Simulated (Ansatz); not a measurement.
## An Ansatz input for GaAs with Pb replacing Ga

```yaml
crystal:
  lattice:
    - [0.0, 8.48055, 8.48055]
    - [8.48055, 0.0, 8.48055]
    - [8.48055, 8.48055, 0.0]
  atoms:
    - { symbol: Pb, position: [0.0, 0.0, 0.0] }
    - { symbol: Ga, position: [0.0, 0.0, 0.3333333333] }
    - { symbol: Ga, position: [0.0, 0.0, 0.6666666667] }
    - { symbol: Ga, position: [0.0, 0.3333333333, 0.0] }
    - { symbol: Ga, position: [0.0, 0.3333333333, 0.3333333333] }
    - { symbol: Ga, position: [0.0, 0.3333333333, 0.6666666667] }
    - { symbol: Ga, position: [0.0, 0.6666666667, 0.0] }
    - { symbol: Ga, position: [0.0, 0.6666666667, 0.3333333333] }
    - { symbol: Ga, position: [0.0, 0.6666666667, 0.6666666667] }
    - { symbol: Ga, position: [0.3333333333, 0.0, 0.0] }
    - { symbol: Ga, position: [0.3333333333, 0.0, 0.3333333333] }
    - { symbol: Ga, position: [0.3333333333, 0.0, 0.6666666667] }
    - { symbol: Ga, position: [0.3333333333, 0.3333333333, 0.0] }
    - { symbol: Ga, position: [0.3333333333, 0.3333333333, 0.3333333333] }
    - { symbol: Ga, position: [0.3333333333, 0.3333333333, 0.6666666667] }
    - { symbol: Ga, position: [0.3333333333, 0.6666666667, 0.0] }
    - { symbol: Ga, position: [0.3333333333, 0.6666666667, 0.3333333333] }
    - { symbol: Ga, position: [0.3333333333, 0.6666666667, 0.6666666667] }
    - { symbol: Ga, position: [0.6666666667, 0.0, 0.0] }
    - { symbol: Ga, position: [0.6666666667, 0.0, 0.3333333333] }
    - { symbol: Ga, position: [0.6666666667, 0.0, 0.6666666667] }
    - { symbol: Ga, position: [0.6666666667, 0.3333333333, 0.0] }
    - { symbol: Ga, position: [0.6666666667, 0.3333333333, 0.3333333333] }
    - { symbol: Ga, position: [0.6666666667, 0.3333333333, 0.6666666667] }
    - { symbol: Ga, position: [0.6666666667, 0.6666666667, 0.0] }
    - { symbol: Ga, position: [0.6666666667, 0.6666666667, 0.3333333333] }
    - { symbol: Ga, position: [0.6666666667, 0.6666666667, 0.6666666667] }
    - { symbol: As, position: [0.0833333333, 0.0833333333, 0.0833333333] }
    - { symbol: As, position: [0.0833333333, 0.0833333333, 0.4166666667] }
    - { symbol: As, position: [0.0833333333, 0.0833333333, 0.75] }
    - { symbol: As, position: [0.0833333333, 0.4166666667, 0.0833333333] }
    - { symbol: As, position: [0.0833333333, 0.4166666667, 0.4166666667] }
    - { symbol: As, position: [0.0833333333, 0.4166666667, 0.75] }
    - { symbol: As, position: [0.0833333333, 0.75, 0.0833333333] }
    - { symbol: As, position: [0.0833333333, 0.75, 0.4166666667] }
    - { symbol: As, position: [0.0833333333, 0.75, 0.75] }
    - { symbol: As, position: [0.4166666667, 0.0833333333, 0.0833333333] }
    - { symbol: As, position: [0.4166666667, 0.0833333333, 0.4166666667] }
    - { symbol: As, position: [0.4166666667, 0.0833333333, 0.75] }
    - { symbol: As, position: [0.4166666667, 0.4166666667, 0.0833333333] }
    - { symbol: As, position: [0.4166666667, 0.4166666667, 0.4166666667] }
    - { symbol: As, position: [0.4166666667, 0.4166666667, 0.75] }
    - { symbol: As, position: [0.4166666667, 0.75, 0.0833333333] }
    - { symbol: As, position: [0.4166666667, 0.75, 0.4166666667] }
    - { symbol: As, position: [0.4166666667, 0.75, 0.75] }
    - { symbol: As, position: [0.75, 0.0833333333, 0.0833333333] }
    - { symbol: As, position: [0.75, 0.0833333333, 0.4166666667] }
    - { symbol: As, position: [0.75, 0.0833333333, 0.75] }
    - { symbol: As, position: [0.75, 0.4166666667, 0.0833333333] }
    - { symbol: As, position: [0.75, 0.4166666667, 0.4166666667] }
    - { symbol: As, position: [0.75, 0.4166666667, 0.75] }
    - { symbol: As, position: [0.75, 0.75, 0.0833333333] }
    - { symbol: As, position: [0.75, 0.75, 0.4166666667] }
    - { symbol: As, position: [0.75, 0.75, 0.75] }
total_charge: -1
kpoints:
  mp_grid: { grid: [2, 2, 2] }
scf:
  occupations: { method: fermi_dirac, width: 0.01 }
  max_iter: 75
hamiltonian:
  xc: pbe
  pseudopotentials: { kind: nc }
output:
  forces: true
  stress: true
  populations: true
  efg:
    quadrupole_moments_barn: { Ga: 0.107, As: 0.311 }
    contact_densities: true
magnetization:
  spin_polarized: true
  spin_orbit: true
```

```sh
ansatz run input.yaml --threads 4 --pin off --max-ram 8192MiB --backend cpu --events-out ev --progress --plain --runs-dir out
```

**Question.** What happens when this input is run?

**Answer.** The program refused the input. The input holds spin-orbit coupling on scalar files. The program says:

```
Error: 3 input errors — fix all and re-run
  1. inconsistent input (magnetization.spin_orbit, magnetization.noncollinear): true requires noncollinear: true — spin–orbit coupling acts on 2-spinor wavefunctions; set both flags
  2. inconsistent input (magnetization.spin_orbit, hamiltonian.pseudopotentials.kind): true requires a fully-relativistic hamiltonian.pseudopotentials.kind (nc_fr or paw_fr), or kind: all_electron without datasets and azcp, which then solves Dirac's equation on LAPW. paw_fr resolves this project's PAW files (source: ansatz) by j as it reads them
```

Against a sound input the change was `magnetization`: not typed → {spin_polarized: true, spin_orbit: true}; `hamiltonian.pseudopotentials`: {kind: paw} → {kind: nc}; `scf.max_iter`: not typed → 75.

With the sound settings the run converges and gives V_zz (10²¹ V/m²) Ga2 1.01 (η 0.01), Ga5 -0.10 (η 0.00), Ga9 -0.18 (η 0.00), Ga15 0.060 (η 0.58), As28 6.35 (η 0.00), As29 1.34 (η 0.18), among others; a site carries the number of its first atom in the input. The run isn't spin-polarised, and a state with spin may lie lower. The defect repeats with the cell of 54 atoms, so it feels its images: sites between two images don't show the values beside a lone defect, and zeros or small values of η there can come from the images' arrangement. A uniform background compensates the cell's charge. The defect cell has no gap above 0.1 eV on its mesh, so the values can hang on the smearing and the k-mesh. Without spin–orbit coupling the gradients at and beside Pb can be off by some per cent, at some sites by more. The cell keeps the host's lattice, where the PBE pressure is 5 GPa (in a charged cell this depends on the convention for the mean potential). The neighbours have not yet relaxed around the defect (largest force 2.8 eV/Å), so a real crystal will differ.
